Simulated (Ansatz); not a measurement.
The relaxed structure here is a generated cell of Pd: the first start was made by placing the elements on the sites of a structure type, and the end was not matched to a known phase here, so it may be hypothetical. Known forms of Pd include space group No. 225.

One stationary structure of Pd. Level of theory: r2SCAN (plane waves to 500 eV, PAW, scalar-relativistic; Ansatz, a first-principles code).

```xyz
8
Lattice="4.9727 0.0000 0.0000 0.0000 4.9727 0.0000 0.0000 0.0000 4.9727" Properties=species:S:1:pos:R:3 pbc="T T T"
Pd     1.2432     0.0000     2.4863
Pd     3.7295     0.0000     2.4863
Pd     0.0000     2.4863     1.2432
Pd     0.0000     2.4863     3.7295
Pd     2.4863     1.2432     0.0000
Pd     2.4863     3.7295     0.0000
Pd     0.0000     0.0000     0.0000
Pd     2.4863     2.4863     2.4863
```

Find the space group and the Wyckoff positions (tolerance 0.01 Å).

Space group Pm-3n (No. 223); a = b = c = 4.973 Å, α = β = γ = 90.00°

```tsv
atom	site	symmetry	x	y	z
Pd	6c	-4m.2	0.0000	0.5000	0.2500
Pd	2a	m-3.	0.0000	0.0000	0.0000
```

Give the shortest distances between elements (the closest pairs, up to four, under 3.6 Å).

Pd–Pd 2.49 Å.

```json
{
  "volume_per_atom": "15.37 Å³",
  "density": "11.50 g/cm³",
  "band_gap": "zero (metallic)"
}
```

No spin polarisation in the result.

The run could not lose the symmetry of its start: the end is stationary, and may be a saddle point rather than a minimum.

All atoms sit on sites fixed by symmetry, so only the cell could relax.
